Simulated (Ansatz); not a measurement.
La3AlN (anti-perovskite, Pm-3m), DFT-r²SCAN in the program Ansatz with PAW potentials, all energies at zero smearing, with the estimated change up to a 700 eV cutoff added, with one set of potentials and settings (totals compare only within such a set). Cell of 5 atoms (3 La, 1 Al, 1 N): -19723.690 eV.

| element | reference phase | E (eV/atom) |
|---|---|---|
| La | P6_3/mmc, 4 atoms in the cell | -6264.6784 |
| Al | Fm-3m, 1 atoms in the cell | -540.4083 |
| N | Pa-3, 8 atoms in the cell | -384.8315 |

Formation energy per atom, worked out: (-19723.690 − 3×(-6264.6784) − 1×(-540.4083) − 1×(-384.8315))/5 = -0.883 eV/atom (-85 kJ per mol of atoms), at 0 K, without zero-point energy or fitted corrections.

The workflow started from a Materials Project entry (that database holds measured and hypothetical structures alike); the Crystallography Open Database copy checked does not list it. Its standing as an ambient phase is unchecked. Symmetry was held in the r²SCAN relaxation; its stability against distortions is not shown here. The references are the lowest solids computed at this level, not always the standard phases (solids in place of the gases). Scalar-relativistic: spin–orbit coupling is off unless named, which matters more the heavier the elements.

Potentials: the later of the program's two PAW sets.
